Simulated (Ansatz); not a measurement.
Consider the following.

Ga2O3:
```cif
data_Ga32O48
_chemical_formula_sum 'Ga32 O48'
_space_group_name_H-M_alt 'Ia-3'
_space_group_IT_number 206
_space_group_name_Hall '-I 2b 2c 3'
_cell_length_a 9.26384
_cell_length_b 9.26384
_cell_length_c 9.26384
_cell_angle_alpha 90.000
_cell_angle_beta 90.000
_cell_angle_gamma 90.000
loop_
_atom_site_label
_atom_site_type_symbol
_atom_site_symmetry_multiplicity
_atom_site_Wyckoff_symbol
_atom_site_fract_x
_atom_site_fract_y
_atom_site_fract_z
_atom_site_occupancy
Ga1 Ga 8 b 0.25000 0.25000 0.25000 1
Ga2 Ga 24 d 0.00000 0.25000 0.46406 1
O1 O 48 e 0.11065 0.34186 0.11508 1
```
(The calculation used a cell of 40 atoms; values per cell refer to that cell.)

This is the r²SCAN-relaxed structure.

Question: All from r²SCAN (plane waves, PAW; program Ansatz), unless another level is named. Give the smallest direct gap on the standard path.

Answer: 3.36 eV.

Question: And the hole effective mass?

Answer: 0.94, 2.8, 3.5 mₑ (principal values).

Question: Next, the HSE06 gap on the r²SCAN cell?

Answer: 4.32 eV.

Question: Give the weight of the valence-edge state by species (Voronoi cells).

Answer: O 93 %, Ga 7 %.

Question: Next, the weight of the conduction-edge state by species (Voronoi cells)?

Answer: O 54 %, Ga 46 %.

The cell is a constructed one: a structure type filled with these elements; neither database checked (COD, Materials Project) lists it. It is not the phase usual at ambient conditions (space group No. 12, 167). The r²SCAN relaxation kept the symmetry of its start; of distortions, only those at the zone centre were tested. Spin–orbit coupling is left out wherever it is not named.

Potentials: the later of the program's two PAW sets.
